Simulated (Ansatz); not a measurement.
FePbO3: reading a single point

```yaml
crystal:
  lattice:
    - [3.95933, 0.00000, 0.00000]
    - [0.00000, 3.95933, 0.00000]
    - [0.00000, 0.00000, 3.95933]
  atoms:
    - { symbol: Fe, position: [0.00000, 0.00000, 0.00000] }
    - { symbol: O, position: [0.50000, 0.00000, 0.00000] }
    - { symbol: O, position: [0.00000, 0.50000, 0.00000] }
    - { symbol: O, position: [0.00000, 0.00000, 0.50000] }
    - { symbol: Pb, position: [0.50000, 0.50000, 0.50000] }
```

The numbers come from plane-wave PAW DFT (Ansatz): LDA, collinear spin, 420 eV, 6×6×6 Γ-centred k points, gaussian occupations (width 0.0187 eV). Nothing was relaxed.

Magnetic state (reached from a saved solution, and it need not be the lowest): Fe1 up.

Task: What do density and ELF say about some of the short contacts?

Result: Fe–O at 1.98 Å: least valence density 0.63 e/Å³ and ELF 0.20 there. Pb–O at 2.80 Å: least valence density 0.17 e/Å³ and ELF 0.11 there. Both are smooth PAW fields, read partly inside the augmentation spheres.

Task: How large are the moments?

Result: Fe1 +3.07 μB of spin moment in Bader basins; net size 3.83 μB a cell.

Task: Metal or insulator?

Result: It is a metal, with about 1.5 states/eV a cell as the mean within 0.25 eV of the Fermi level, mostly Fe d (51 %) and O p (43 %).

Task: Which element gives electrons and which takes them?

Result: Bader charges in e: Fe +1.68, Pb +1.40, O -1.03. In the mean Fe gives up most and O takes most.

Task: What does the stress say?

Result: The pressure is -19.1 GPa (compression positive), so with the atoms held at these fractions the cell would first shrink.

Task: What is the formation energy?

Result: -1.30 eV an atom against the elements' usual phases (free molecules for gases, crystals otherwise, with no correction for O₂ or N₂), so it is bound against them; other compounds may still compete. Relaxing would lower it.

Task: Are the atoms at rest?

Result: The forces vanish by the symmetry of the sites.

Origin: a known structure type with other elements, at an estimated volume, so it need not be a known compound. Caveats: semilocal functionals often miss the gap of such magnets; atoms or cell far from equilibrium.
